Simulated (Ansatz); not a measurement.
Relaxed-ion elastic tensor of HfRu (CsCl type, Pm-3m) in GPa (Voigt order), plane-wave PAW PBEsol (Ansatz code); density 14.05 g/cm³, 16.51 Å³ per atom.

```
     1    2    3     4     5     6
-  ---  ---  ---  ----  ----  ----
1  394  122  122   0.0   0.0   0.0
2  122  394  122   0.0   0.0   0.0
3  122  122  394   0.0   0.0   0.0
4  0.0  0.0  0.0  85.3   0.0   0.0
5  0.0  0.0  0.0   0.0  85.3   0.0
6  0.0  0.0  0.0   0.0   0.0  85.3
```

Problem. Is the crystal mechanically stable?

Solution. Yes: the smallest eigenvalue of C is 85.3 GPa.

Problem. Work out the Voigt, Reuss and Hill averages.

Solution. K_V = 213, K_R = 213, K_H = 213; G_V = 105, G_R = 100, G_H = 103 GPa.

Problem. Give Young's modulus, Poisson's ratio, Pugh's ratio and the universal anisotropy index.

Solution. E = 9KG/(3K + G) = 266 GPa; ν = 0.29; K/G = 2.07 (ductile by the Pugh limit of 1.75); A_U = 5G_V/G_R + K_V/K_R − 6 = 0.26.

Problem. Estimate the sound speeds and the Debye temperature.

Solution. v_l = √((K + 4G/3)/ρ) = 4990 m/s, v_t = √(G/ρ) = 2700 m/s, mean 3020 m/s; Θ = (h/k)(3n/4πV)^(1/3) v_m = 353 K.

Problem. Give the Zener ratio and Young's modulus along [100], [110] and [111].

Solution. A = 2C44/(C11 − C12) = 0.63; 1/E = S11 − 2(S11 − S12 − S44/2)Γ with Γ = 0, 1/4, 1/3 gives 336, 246, 226 GPa.

Problem. Solve the Christoffel equation for the three sound speeds along [100], [110], [111].

Solution. Eigenvalues of C_ijkl n_j n_l equal ρv². In km/s, slowest first: [100] 2.46, 2.46, 5.29; [110] 2.46, 3.11, 4.94; [111] 2.91, 2.91, 4.82.

The workflow started from an entry of the Crystallography Open Database (COD). Whether it is the stable phase at ambient conditions was not checked. The PBEsol relaxation kept the symmetry of its start; of distortions, only those at the zone centre were tested. The run is not spin-polarised. As this level gives no gap, shear constants depend on the k-mesh and smearing (Fermi–Dirac, 0.1 eV here). Spin–orbit coupling is left out wherever it is not named.

Potentials: the later of the program's two PAW sets.
